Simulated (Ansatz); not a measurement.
Cs$_{2}$PdBr$_{6}$ in space group Fm-3m (No. 225; Cs on 8c, Pd on 4a, Br on 24e) under volume change, r²SCAN in the plane-wave PAW code Ansatz, shape and atoms relaxed at each volume.

| V (Å³/atom) | E − E(relaxed) (meV/atom) | P (GPa) |
|---|---|---|
| 31.577 | (withheld) | (withheld) |
| 32.617 | 5.3 | 0.89 |
| 33.658 | 1.2 | 0.38 |
| 34.699 | 0.0 | 0.00 |
| 35.740 | (withheld) | (withheld) |
| 36.781 | 3.9 | -0.55 |
| 37.822 | 8.2 | -0.75 |

Complete the blanks.


- 31.577, E − E(relaxed) (meV/atom): 13.1
- 31.577, P (GPa): 1.51
- 35.740, E − E(relaxed) (meV/atom): 1.0
- 35.740, P (GPa): -0.32

What does a third-order Birch–Murnaghan fit give for V₀, B₀ and B′?

V₀ = 34.68 Å³/atom, B₀ = 11.7 GPa, B′ = 7.0.

The first step of the workflow began from a Materials Project structure, measured or hypothetical; the Crystallography Open Database copy checked does not list it. Its standing as an ambient phase is unchecked. Symmetry was held in the r²SCAN relaxation; whether a distortion lowers the energy is not shown. The run is not spin-polarised. Scalar-relativistic: spin–orbit coupling is off unless named, which matters more the heavier the elements.

Potentials: the later of the program's two PAW sets.
